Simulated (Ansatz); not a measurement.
LaTl₃:
```cif
data_LaTl3
_chemical_formula_sum 'Tl3 La1'
_space_group_name_H-M_alt 'Pm-3m'
_space_group_IT_number 221
_space_group_name_Hall '-P 4 2 3'
_cell_length_a 4.86286
_cell_length_b 4.86286
_cell_length_c 4.86286
_cell_angle_alpha 90.000
_cell_angle_beta 90.000
_cell_angle_gamma 90.000
loop_
_atom_site_label
_atom_site_type_symbol
_atom_site_symmetry_multiplicity
_atom_site_Wyckoff_symbol
_atom_site_fract_x
_atom_site_fract_y
_atom_site_fract_z
_atom_site_occupancy
Tl1 Tl 3 c 0.00000 0.50000 0.50000 1
La1 La 1 a 0.00000 0.00000 0.00000 1
```

Relaxed with r²SCAN.

Task: Tabulate the valence density and the electron localisation function along the shortest Tl–La contact (3.44 Å), r²SCAN (plane waves, PAW; program Ansatz).

Result: 

```tsv
distance from Tl (Å)	density (e/Å³)	ELF
0.34	5.98	0.02
0.52	3.86	0.12
0.69	2.22	0.30
0.86	1.17	0.39
1.03	0.61	0.37
1.20	0.34	0.35
1.38	0.21	0.36
1.55	0.15	0.28
1.72	0.12	0.15
1.89	0.13	0.11
2.06	0.20	0.20
2.24	0.37	0.51
2.41	0.71	0.77
2.58	1.20	0.85
2.75	1.59	0.81
2.92	1.64	0.62
3.09	1.45	0.20
```

The density is the valence pseudo-density with augmentation charge, so density and ELF within about 1 Å of a nucleus are not all-electron values.

The workflow started from an entry of the Crystallography Open Database (COD). Its standing as an ambient phase is unchecked. Symmetry was held in the r²SCAN relaxation; its stability against distortions is not shown here. Scalar-relativistic: spin–orbit coupling is off unless named, which matters more the heavier the elements.

Potentials: the later of the program's two PAW sets.
